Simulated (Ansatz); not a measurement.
**Property card for Se₃Br**

Theory: DFT PBE+D3(BJ), scalar-relativistic, plane waves, PAW (Ansatz).

Cutoff 420 eV; k points 16×16×16 on the computed 4-atom cell (Γ-centred); Gaussian smearing, width 0.10 eV; no spin polarisation.

The structure is relaxed at this level of theory with its symmetry kept. Whether it is the stable form of this composition wasn't checked.

```cif
data_structure
_symmetry_space_group_name_H-M 'I4/mmm'
_symmetry_Int_Tables_number 139
_cell_length_a 3.7721
_cell_length_b 3.7721
_cell_length_c 14.3053
_cell_angle_alpha 90.000
_cell_angle_beta 90.000
_cell_angle_gamma 90.000
_cell_volume 203.55
loop_
_atom_site_label
_atom_site_type_symbol
_atom_site_symmetry_multiplicity
_atom_site_Wyckoff_symbol
_atom_site_fract_x
_atom_site_fract_y
_atom_site_fract_z
_atom_site_occupancy
Se1 Se 4 d 0.50000 0.00000 0.25000 1
Se2 Se 2 b 0.50000 0.50000 0.00000 1
Br1 Br 2 a 0.00000 0.00000 0.00000 1
```

**Question.** Density of states at the Fermi level?

**Answer.** 2.87 states/eV per cell.

**Question.** Löwdin character within 0.5 eV of the Fermi level?

**Answer.** Se 4p 82 %, Br 4p 12 %.

**Question.** Bader charges (e)?

**Answer.** Se (2 in the cell) 0.00, Se (1 in the cell) 0.06, Br (1 in the cell) -0.06.

Spin polarisation was left out, and a magnetic state may lie lower.

Cost: 1 run of about 5.7 core-minutes, on Arm Neoverse V1 (shared hosts).